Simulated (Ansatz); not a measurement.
Input:

SiGe (CsCl type, Pm-3m), a = 3.215 Å, b = 3.215 Å, c = 3.215 Å, α = 90.00°, β = 90.00°, γ = 90.00°.

This is the r²SCAN-relaxed structure.

Question: All from r²SCAN in the plane-wave PAW code Ansatz, unless another level is named. Predict the electronic character.

Answer: metallic (no gap).

Question: And the formation energy from the elements (no fitted shifts)?

Answer: 0.74 eV/atom.

Question: Predict the density of states at the Fermi level.

Answer: 0.45 states/eV per atom (mean over ±0.08 eV).

The cell is a constructed one: a structure type filled with these elements; neither database checked (COD, Materials Project) lists it. Whether it is the stable phase at ambient conditions was not checked. The cell was relaxed with r²SCAN under the symmetry of its start; whether a distortion lowers the energy is not shown. The references are the lowest solids computed at this level, not always the standard phases. Scalar-relativistic: spin–orbit coupling is off unless named, which matters more the heavier the elements.

Potentials: the later of the program's two PAW sets.
